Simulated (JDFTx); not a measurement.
Al(100) slab cut from bulk Al (space group Fm-3m, indices of the conventional cell, lattice of the Materials Project entry mp-134, not re-optimised): 8 atoms in 4 planes, a c(2×2) cell of 16.31 Å² (|a| = 4.039, |b| = 4.039 Å), 6.1 Å between the outermost planes, cell height 25.1 Å, 6×6×1 k mesh, Fermi smearing 0.01 Ha, no spin polarisation.

Adsorbate: H2O on both faces at 0.50 monolayer, started ontop and relaxed in vacuum, keeping the symmetry of the start.

Method: PBE, GBRV ultrasoft potentials, plane waves to 20/100 Ha, in a modified build of JDFTx. The adsorption energy per H2O is [E(slab + 2 H2O) − E(slab)]/2 − (E(H2O)), with the gas molecules relaxed at the same level and slab energies taken as (E + F)/2, the usual estimate of zero smearing. Energies are static: no zero-point or thermal terms. Both faces are alike, and the cell allows no reconstruction beyond its size.

**Question.** Predict the adsorption energy and the geometry, and the change of the work function.

**Answer.** -0.13 eV. O sits 2.28 Å above the highest substrate atom, bound to 1 Al at 2.31 Å; O–H is 0.99 Å. The work function goes from 4.33 to 3.37 eV. In CANDLE, water, 1 M KCl, at zero charge, the adsorption energy is -0.16 eV and the potential of zero charge moves from -0.41 to -1.47 V vs SHE (4.44 V convention).
